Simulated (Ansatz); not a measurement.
NbAgO₃ (cubic perovskite, space group No. 221) at seven volumes, DFT-PBEsol in the program Ansatz with PAW potentials, scaled uniformly. One row is withheld.

| V (Å³/atom) | P (GPa) |
|---|---|
| 11.216 | 24.34 |
| 11.585 | 14.85 |
| 11.955 | 6.81 |
| 12.325 | -0.01 |
| 12.695 | ? |
| 13.064 | -10.68 |
| 13.434 | -14.81 |

### Question
Fit the shown pressures and predict the withheld one.

### Answer
P = (3/2)B₀(x^(7/2) − x^(5/2))[1 + (3/4)(B′ − 4)(x − 1)] with x = (V₀/V)^(2/3). Least squares on the six rows gives V₀ = 12.324 Å³/atom, B₀ = 209 GPa, B′ = 4.51. At V = 12.695, x = 0.9804 and P = -5.80 GPa. The run itself gave -5.78 GPa.

Space group Pm-3m (cubic perovskite). The first step of the workflow began from a Materials Project structure, measured or hypothetical; the Crystallography Open Database copy checked does not list it. COD files the formula under space group No. 57, so this cell is another polymorph or a model. Its standing as an ambient phase is unchecked. The cell was relaxed with PBEsol under the symmetry of its start. At this level the phase is dynamically unstable (imaginary phonons). No spin polarisation was allowed.

Potentials: the later of the program's two PAW sets.
